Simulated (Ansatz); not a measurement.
ZnInGaO4 (InGaZnO4 type, space group R3m)

```yaml
crystal:
  lattice:
    - [1.67799, 0.96879, 8.70467]
    - [-1.67799, 0.96879, 8.70467]
    - [0.00000, -1.93758, 8.70467]
  atoms:
    - { symbol: In, position: [0.99692, 0.99692, 0.99692] }
    - { symbol: Ga, position: [0.21295, 0.21295, 0.21295] }
    - { symbol: Zn, position: [0.78119, 0.78119, 0.78119] }
    - { symbol: O, position: [0.13648, 0.13648, 0.13648] }
    - { symbol: O, position: [0.87897, 0.87897, 0.87897] }
    - { symbol: O, position: [0.28877, 0.28877, 0.28877] }
    - { symbol: O, position: [0.70472, 0.70472, 0.70472] }
```

The slice is a (0001) plane (indices of the conventional cell) through the point (0.137, 0.137, 0.137) (fractional), spanned by u = [1 0 -1] and v = [-1 2 -1] in vectors of this cell: u (3.36 Å) and v (5.81 Å, at 90° to u). It covers one period; positions are fractions (u, v).

Calculation: PBE (plane waves to 420 eV, PAW, scalar-relativistic; Ansatz, a first-principles code). k mesh 11×11×11. These are valence fields of a PAW run, semicore shells included where kept as valence: close to a nucleus they are smooth pseudo fields. The PAW data are Ansatz's earlier set. ZnInGaO4 was relaxed with its symmetry unable to fall.

Three fields on this plane, each scaled to ten steps between its own extremes (0 low, 9 high; the total valence density on a logarithmic scale, the potential cut 8 eV below its top; x marks points blanked near nuclei; v = 0 in the bottom row):

Map A
```
|xxxx552000255xxx|
|xxxx5100x0015xxx|
|xxx540xxxxx045xx|
|777620xxxxx02677|
|998610xxxxx01689|
|998630xxxxx03689|
|9987500xxx005789|
|9998640000046899|
|9999865434568999|
|9999986545689999|
|999997xxxxx79999|
|89998xxxxxxx8999|
|77887xxxxxxx7887|
|55676xxxxxxx6765|
|00255xxxxxxx5520|
|x0015xxxxxxx5100|
|xxx045xxxxx540xx|
|xxx02677777620xx|
|xxx01689998610xx|
|xxx03689998630xx|
|xx0057899987500x|
|0004689999986400|
|3456899999998654|
|4568999999999865|
|xxx79999999997xx|
|xxxx899989998xxx|
|xxxx788777887xxx|
|xxxx676555676xxx|
```

Map B
```
|xxxx503898305xxx|
|xxxx1048x8401xxx|
|xxx402xxxxx204xx|
|972014xxxxx41027|
|000257xxxxx75200|
|113589xxxxx98531|
|4457898xxx898754|
|5666664323466666|
|6655320000023556|
|6642102686201246|
|653105xxxxx50135|
|65202xxxxxxx2025|
|76206xxxxxxx6026|
|87308xxxxxxx8037|
|98305xxxxxxx5038|
|x8401xxxxxxx1048|
|xxx204xxxxx402xx|
|xxx41027972014xx|
|xxx75200000257xx|
|xxx98531113589xx|
|xx8987544457898x|
|2346666656666643|
|0002355666553200|
|8620124666421026|
|xxx50135653105xx|
|xxxx202565202xxx|
|xxxx602676206xxx|
|xxxx803787308xxx|
```

Map C
```
|xxxx831111138xxx|
|xxxx5111x1115xxx|
|xxx721xxxxx127xx|
|998411xxxxx11489|
|664111xxxxx11146|
|321111xxxxx11112|
|0000111xxx111000|
|0000111111111000|
|0000122222221000|
|0001357898753100|
|001369xxxxx96310|
|00158xxxxxxx8510|
|01259xxxxxxx9521|
|11149xxxxxxx9411|
|11138xxxxxxx8311|
|x1115xxxxxxx5111|
|xxx127xxxxx721xx|
|xxx11489998411xx|
|xxx11146664111xx|
|xxx11112321111xx|
|xx1110000000111x|
|1111100000001111|
|2222100000001222|
|9875310000013578|
|xxx96310001369xx|
|xxxx851000158xxx|
|xxxx952101259xxx|
|xxxx941111149xxx|
```

Problem. Assign the maps to these fields: density of the lowest conduction band (whole band as if filled, smooth part); electron localisation function (ELF); electrostatic potential energy of an electron, from the cell's mean.

Solution. A is the electrostatic potential energy of an electron, from the cell's mean; B is the density of the lowest conduction band (whole band as if filled, smooth part); C is the electron localisation function (ELF).
